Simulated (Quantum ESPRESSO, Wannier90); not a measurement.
KF (rock salt), plane waves to Wannier functions

Cell from Materials Project (mp-463), symmetrised, no further relaxation. COD (Crystallography Open Database) has an entry of this formula and space group (matched by these alone). Level: LDA, no spin polarisation, no spin-orbit coupling; pw.x of Quantum ESPRESSO at 68 Ry with PseudoDojo potentials, 10×10×10 k-points, Wannier90. Density: 10×10×10 mesh, cold smearing 0.01 Ry.

Input w.win:

```
num_bands = 11
num_wann = 5
exclude_bands = 1,3-5
num_iter = 0
conv_tol = 1.0e-6
conv_window = 4
dis_num_iter = 1000
dis_conv_tol = 1.0e-6
dis_froz_max = 8.65
write_hr = true
write_u_matrices = true
begin projections
K: s
F: s;p
end projections
begin unit_cell_cart
ang
    0.0000000000    2.6544150000    2.6544150000
    2.6544150000    0.0000000000    2.6544150000
    2.6544150000    2.6544150000    0.0000000000
end unit_cell_cart
begin atoms_frac
K    0.0000000000  0.0000000000  0.0000000000
F    0.5000000000  0.5000000000  0.5000000000
end atoms_frac
mp_grid = 10 10 10
begin kpoints
0.0000000000 0.0000000000 0.0000000000
0.0000000000 0.0000000000 0.1000000000
0.0000000000 0.0000000000 0.2000000000
... (997 more lines: the 10x10x10 mesh through Gamma)
end kpoints
```

On the energy scale of pw.x, whose zero is arbitrary, the valence-band maximum lies at 1.22 eV. Lines of w_hr.dat (R1 R2 R3 m n Re Im, eV) for R = 0 and one of the shortest lattice vectors, rounded to 0.01 eV, lines under 0.02 eV left out; orbitals in order: K1 s, F2 s, F2 pz, F2 px, F2 py.

```
    0    0    0    1    1    11.98     0.00
    0    0    0    2    1    -0.25     0.00
    0    0    0    3    1     0.02     0.00
    0    0    0    4    1     0.02     0.00
    0    0    0    5    1     0.02     0.00
    0    0    0    1    2    -0.25     0.00
    0    0    0    2    2   -16.62     0.00
    0    0    0    1    3     0.02     0.00
    0    0    0    3    3     0.92     0.00
    0    0    0    1    4     0.02     0.00
    0    0    0    4    4     0.92     0.00
    0    0    0    1    5     0.02     0.00
    0    0    0    5    5     0.92     0.00
   -1    0    0    1    1    -0.68     0.00
   -1    0    0    2    1     0.03     0.00
   -1    0    0    1    2     1.33     0.00
   -1    0    0    2    2     0.09     0.00
   -1    0    0    3    2     0.02     0.00
   -1    0    0    5    2     0.02     0.00
   -1    0    0    2    3    -0.02     0.00
   -1    0    0    5    3     0.04     0.00
   -1    0    0    1    4     0.07     0.00
   -1    0    0    2    5    -0.02     0.00
   -1    0    0    3    5     0.04     0.00
```
